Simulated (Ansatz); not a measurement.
This run works on a generated trial structure, not on a known crystal.

Input and command of a plane-wave DFT calculation in Ansatz:

```yaml
crystal:
  lattice:
    - [3.50756731, 0.0, 0.0]
    - [0.0, 3.50756731, 0.0]
    - [0.0, 0.0, 14.93080146]
  atoms:
    - { symbol: Ta, position: [0.5, 0.5, 0.382761] }
    - { symbol: Ta, position: [0.0, 0.0, 0.88215703] }
    - { symbol: Ta, position: [0.0, 0.0, 0.118808] }
    - { symbol: Ta, position: [0.5, 0.5, 0.61866498] }
    - { symbol: Ni, position: [0.5, 0.5, 0.123288], spin: 2.0 }
    - { symbol: O, position: [0.5, 0.0, 0.002074] }
    - { symbol: O, position: [0.0, 0.5, 0.500314] }
    - { symbol: O, position: [0.5, 0.0, 0.500314] }
    - { symbol: O, position: [0.0, 0.5, 0.002074] }
    - { symbol: O, position: [0.0, 0.5, 0.24789201] }
    - { symbol: O, position: [0.5, 0.0, 0.75001198] }
    - { symbol: O, position: [0.5, 0.0, 0.24789201] }
    - { symbol: O, position: [0.0, 0.5, 0.75001198] }
    - { symbol: O, position: [0.0, 0.0, 0.624906] }
    - { symbol: O, position: [0.0, 0.0, 0.37304899] }
    - { symbol: O, position: [0.5, 0.5, 0.87578303] }
basis:
  ecutwfc: 420
kpoints:
  mp_grid: { grid: [3, 3, 1] }
hamiltonian:
  xc: pbe
scf:
  occupations: { method: gaussian, width: 0.15 }
  lower_state_search: "off"
output:
  forces: true
  stress: true
  eigenvalues: true
  populations: true
magnetization:
  spin_polarized: true
relax:
  adjacent_minimum: "off"
  f_tol: 0.08
  max_steps: 32
  cell: { stress_tol: 0.8 }
```

```bash
ansatz run input.yaml --threads 1 --pin off --max-ram 2816MiB --backend cpu --events-out ev --progress --plain --runs-dir out
```

Processor: Intel(R) Xeon(R) Platinum 8259CL CPU @ 2.50GHz (Skylake/Cascade Lake), 1 thread, on a host shared with other jobs.

Q: Estimate time, memory and problem size.

A: About 7.3 min, peak memory 0.52 GiB. It solves 85 bands at 3 k points (after reduction by symmetry) with about 3159 plane waves (on the last cell), in 411 SCF iterations over 21 ionic steps.
